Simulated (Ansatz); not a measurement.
Given:

I:
```cif
data_I4
_chemical_formula_sum 'I4'
_space_group_name_H-M_alt 'Fm-3m'
_space_group_IT_number 225
_space_group_name_Hall '-F 4 2 3'
_cell_length_a 5.19122
_cell_length_b 5.19122
_cell_length_c 5.19122
_cell_angle_alpha 90.000
_cell_angle_beta 90.000
_cell_angle_gamma 90.000
loop_
_atom_site_label
_atom_site_type_symbol
_atom_site_symmetry_multiplicity
_atom_site_Wyckoff_symbol
_atom_site_fract_x
_atom_site_fract_y
_atom_site_fract_z
_atom_site_occupancy
I1 I 4 a 0.00000 0.00000 0.00000 1
```
(The calculation used a cell of 1 atom; values per cell refer to that cell.)

This is the PBE-relaxed structure.

Problem. All from PBE in the plane-wave PAW code Ansatz, unless another level is named. Predict the electronic character.

Solution. metallic (no gap).

Problem. What about the density of states at the Fermi level?

Solution. 1.6 states/eV per atom (mean over ±0.08 eV).

A made-up cell: these elements were put on the sites of a structure type; neither database checked (COD, Materials Project) lists it. It is not the phase usual at ambient conditions (space group No. 64). The cell was relaxed with PBE under the symmetry of its start; its stability against distortions is not shown here. With an odd number of electrons in the cell and no spin polarisation, the count alone makes it a metal. Spin–orbit coupling is left out wherever it is not named.

Potentials: the later of the program's two PAW sets.
